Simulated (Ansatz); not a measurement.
LiCl:
```yaml
crystal:
  lattice:
    - [0.00000, 2.48207, 2.48207]
    - [2.48207, 0.00000, 2.48207]
    - [2.48207, 2.48207, 0.00000]
  atoms:
    - { symbol: Li, position: [0.00000, 0.00000, 0.00000] }
    - { symbol: Cl, position: [0.50000, 0.50000, 0.50000] }
```

x, y and z are the axes in which the lattice vectors are written.

**Question.** Give the high-frequency dielectric tensor and the Born effective charge tensors of the independent atoms from DFPT, the program Ansatz at the LDA level (PAW).

**Answer.** 
ε∞:
```
3.18  0.00  0.00
0.00  3.18  0.00
0.00  0.00  3.18
```
Z* of atom 1 (Li), rows: field, columns: displacement, in e:
```
1.16  0.00  0.00
0.00  1.16  0.00
0.00  0.00  1.16
```
Z* of atom 2 (Cl), rows: field, columns: displacement, in e:
```
-1.16   0.00   0.00
 0.00  -1.16   0.00
 0.00   0.00  -1.16
```

Space group Fm-3m (rock salt). The cell was relaxed with LDA under the symmetry of its start.

Potentials: the later of the program's two PAW sets.
